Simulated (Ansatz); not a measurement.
## Ansatz 0.2.0, relaxation: TiBO₃

Run with:

```bash
ansatz run input.yaml --threads 2 --pin off --max-ram 4096MiB --backend cpu --events-out ev --progress --plain --runs-dir out
```

input.yaml:

```yaml
crystal:
  lattice:
    - [4.80390336, 0.0, 0.0]
    - [-2.40195219, 4.16030613, 0.0]
    - [0.0, -2.77353437, 5.01506495]
  atoms:
    - { symbol: Ti, position: [0.0, 0.0, 0.0], spin: 1.0 }
    - { symbol: Ti, position: [0.5, 0.0, 0.5], spin: 1.0 }
    - { symbol: B, position: [0.25, 0.5, 0.75] }
    - { symbol: B, position: [0.75, 0.5, 0.25] }
    - { symbol: O, position: [0.54838, 0.5, 0.75] }
    - { symbol: O, position: [0.25, 0.79838, 0.75] }
    - { symbol: O, position: [0.95162, 0.20162, 0.75] }
    - { symbol: O, position: [0.45162, 0.5, 0.25] }
    - { symbol: O, position: [0.75, 0.20162, 0.25] }
    - { symbol: O, position: [0.04838, 0.79838, 0.25] }
  symmetry: { detect: false, time_reversal: true }
kpoints:
  mp_grid: { grid: [5, 5, 5], shift: [0, 0, 0] }
magnetization:
  spin_polarized: true
scf:
  occupations: { method: fermi_dirac, width: 0.0607 }
  lower_state_search: "off"
hamiltonian:
  pseudopotentials: { kind: paw }
  xc: r2scan
  hubbard:
    projectors: all-electron-ortho-atomic
    sites:
      - { l: d, u_eff: 6.41, site: 0 }
      - { l: d, u_eff: 6.41, site: 1 }
      - { l: p, u_eff: 2.59, site: 4 }
      - { l: p, u_eff: 2.59, site: 5 }
      - { l: p, u_eff: 2.59, site: 6 }
      - { l: p, u_eff: 2.59, site: 7 }
      - { l: p, u_eff: 2.59, site: 8 }
      - { l: p, u_eff: 2.59, site: 9 }
basis:
  ecutwfc: 500
  fft_grid_basis: typed
relax:
  max_steps: 80
  cell: { p_target: 0.0 }
output:
  forces: true
  stress: true
  eigenvalues: true
  bader: true
  populations: true
  elf: true
  write_potential: true
  volumetric_format: npy
  dos:
    e_range: [-12, 8]
    de: 0.05
    projected: { site_lists: { B: [B], O: [O], Ti: [Ti] } }
checkpoint:
  read: saved_state
```

Origin of the cell: a known structure type with other elements, at an estimated volume, so it need not be a known compound.

The saved state is a converged single point of the same cell, with its larger moments on Ti1 up, Ti2 up.

The program first moved the atoms by about 0.01 Å at random, to leave a saddle point that the symmetry would hold.

Steps («new basis» is an SCF on plane waves selected anew at the same cell):

```
step  ΔF (meV/atom)  max force component (eV/Å)  P (GPa)  volume (Å³)  SCF iterations   step was
   1            0.0                       2.631   -11.56       100.23              26   accepted
   2          -49.8                       1.073    -4.53        98.79              25   accepted
   3          -55.4                       0.760     1.50        97.30              24   accepted
   4          -57.6                       0.417     0.62        97.55              15   accepted
   5          -58.3                       0.055    -0.17        97.76              11   accepted
   6          -58.4                       0.090    -0.26        97.82              21   accepted
   7          -58.4                       0.039     0.02        97.72               7   accepted
   8          -58.5                       0.020     0.02        97.74              20   accepted
   9          -58.5                       0.010     0.01        97.75              21   accepted
  10          -58.3                       0.010     0.03        97.75              25  new basis
```

The starting structure.

Space group R-3c (No. 167); the run's cell has a = 4.804 Å, b = 4.804 Å, c = 5.731 Å, α = 114.78°, β = 90.00°, γ = 120.00°. Shortest distances: B–O 1.43 Å, O–Ti 2.11 Å, O–O 2.48 Å, B–Ti 3.04 Å.

The relaxed structure.

Space group C2/c (No. 15); the run's cell has a = 4.762 Å, b = 4.697 Å, c = 5.752 Å, α = 114.03°, β = 89.97°, γ = 120.48°. Shortest distances: B–O 1.37 Å, O–Ti 2.08 Å, O–O 2.37 Å, B–Ti 2.99 Å.

```xyz
10
Lattice="4.7619 -0.0011 0.0009 -2.3819 4.0488 -0.0073 0.0016 -2.7070 5.0751" Properties=species:S:1:pos:R:3 pbc="T T T"
Ti   -0.0008    0.0038    0.0028
Ti    2.3807   -1.3507    2.5407
B     0.0042   -0.0026    3.8051
B     2.3757    1.3502    1.2683
O     1.3774   -0.0024    3.8063
O    -0.6788    1.1860    3.7969
O     4.0828   -1.1916    3.8147
O     1.0025    1.3499    1.2676
O     3.0588    0.1617    1.2769
O    -1.7029    2.5392    1.2598
```

```
Free energy lowered by                                  : 58.3 meV/atom
Volume change                                           : -2.48 %
Final pressure                                          : 0.03 GPa
Relaxation steps listed                                 : 10
Gap on the mesh                                         : 5.21 eV
Site moments at the end (small spheres, which read low) : Ti1 +0.8, Ti2 +0.8 μB
Total moment                                            : 2.00 μB
```

Caveats: the displaced walk ended near the symmetry of the start; the magnetic state was chosen at the start cell and may not be the lowest after relaxing; the program displaced the start to leave a saddle point.

It ran for 2000 s of wall time on 2 CPU thread(s) of a shared host, from a saved density.
